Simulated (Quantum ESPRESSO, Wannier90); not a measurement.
Wannier functions of InN (wurtzite)

```
begin unit_cell_cart
ang
    3.5506199484    0.0000000000    0.0000000000
   -1.7753099742    3.0749270745    0.0000000000
    0.0000000000    0.0000000000    5.7325600000
end unit_cell_cart
begin atoms_frac
In  -0.3333333333  0.3333333333 -0.4995200000
In   0.3333333333 -0.3333333333  0.0004800000
N   -0.3333333333  0.3333333333 -0.1204800000
N    0.3333333333 -0.3333333333  0.3795200000
end atoms_frac
```

Structure: Materials Project mp-22205, symmetrised, not relaxed again. COD (Crystallography Open Database) has the formula in 2 space groups, this one among them (matched by group alone). Level: PBE, no spin polarisation, no spin-orbit coupling; pw.x of Quantum ESPRESSO at 68 Ry with PseudoDojo potentials, 12×12×6 k-points, Wannier90. Density: 12×12×6 mesh, Gaussian smearing 0.01 Ry. Spin-orbit coupling is left out although heavy elements are present.

Bands 1-2 form an isolated set from -14.92 to -14.62 eV relative to the Fermi level (on the path) and are turned into 2 Wannier functions by minimising the spread from the start: SCDM (isolated).

Where do the functions sit, how wide are they and what are they made of?


```json
[
 {"functions": "2", "spread (Å²)": "2.70", "nearest atom, distance (Å)": "N 0.01", "second atom, distance (Å)": "In 2.16", "weight on atomic waves": "In 4d 49 %, N 2s 38 %, In 5p 10 %"}
]
```

Ω_I = 5.37 Å², Ω_total = 5.40 Å²; the interpolated bands follow pw.x to 0.0 meV rms on the path. Only this start was tried; a symmetric start can stop on a saddle, and mixtures of these functions could lower the total by at most Ω_total − Ω_I.
